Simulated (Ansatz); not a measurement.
Data:

NaLiCdS₂:
```
NaLiCdS2
1.0
    4.09305     0.00000     0.00000
   -2.04652     3.54468     0.00000
    0.00000     0.00000     6.91625
Na Li Cd S
1 1 1 2
Direct
  0.33333   0.66667   0.97329
  0.66667   0.33333   0.66273
  0.00000   0.00000   0.38039
  0.66667   0.33333   0.24310
  0.00000   0.00000   0.74049
```

This is the PBEsol-relaxed structure. x, y and z are the axes in which the lattice vectors are written.

Problem. All from plane-wave PAW PBEsol (Ansatz code), unless another level is named. Estimate the Debye temperature from the elastic constants.

Solution. 297 K.

Problem. What about the elastic constants (relaxed ions, GPa)?

Solution. C11 = 74.5, C12 = 29.5, C13 = 22.3, C14 = 0.7, C33 = 52.2, C44 = 18.7.

Space group P3m1. The first step of the workflow began from a Materials Project structure, measured or hypothetical; the Crystallography Open Database copy checked does not list it. Whether it is the stable phase at ambient conditions was not checked. The cell was relaxed with PBEsol under the symmetry of its start; its stability against distortions is not shown here.

Potentials: the later of the program's two PAW sets.
